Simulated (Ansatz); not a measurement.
TiBe$_{2}$:
```xyz
6
Lattice="0.0000 3.2163 3.2163 3.2163 0.0000 3.2163 3.2163 3.2163 0.0000" Properties=species:S:1:pos:R:3 pbc="T T T"
Ti     4.8244     4.8244     4.8244
Ti     3.2163     3.2163     3.2163
Be     2.4122     0.8041     2.4122
Be     0.8041     0.8041     0.8041
Be     0.8041     2.4122     2.4122
Be     2.4122     2.4122     0.8041
```
The run is spin-polarised; directions of the spins, atom by atom: ↑ ↑ 0 0 0 0.

Relaxed with r²SCAN.

Task: Tabulate the valence density and the electron localisation function along the shortest Ti–Ti contact (2.79 Å), DFT-r²SCAN in the program Ansatz with PAW potentials.

Result: 

| distance from Ti (Å) | density (e/Å³) | ELF |
|---|---|---|
| 0.28 | 9.00 | 0.24 |
| 0.42 | 6.96 | 0.54 |
| 0.56 | 4.33 | 0.66 |
| 0.70 | 2.11 | 0.60 |
| 0.84 | 0.87 | 0.40 |
| 0.97 | 0.41 | 0.21 |
| 1.11 | 0.27 | 0.18 |
| 1.25 | 0.22 | 0.25 |
| 1.39 | 0.21 | 0.30 |
| 1.53 | 0.22 | 0.25 |
| 1.67 | 0.27 | 0.18 |
| 1.81 | 0.41 | 0.21 |
| 1.95 | 0.87 | 0.40 |
| 2.09 | 2.11 | 0.60 |
| 2.23 | 4.33 | 0.66 |
| 2.37 | 6.96 | 0.54 |
| 2.51 | 9.00 | 0.24 |

The density is the valence pseudo-density with augmentation charge, so density and ELF within about 1 Å of a nucleus are not all-electron values.

Space group Fd-3m (cubic Laves (MgCu2 type)). The workflow started from a Materials Project entry (that database holds measured and hypothetical structures alike); the Crystallography Open Database copy checked does not list it. Whether it is the stable phase at ambient conditions was not checked. Symmetry was held in the r²SCAN relaxation; its stability against distortions is not shown here. The final state is ferromagnetic, chosen from 4 collinear starts compared on coarse meshes (ties went to the first, and starts can fall back to one state), not a proven ground state. Other orbital occupations within this spin state were not tried.

Potentials: the later of the program's two PAW sets.
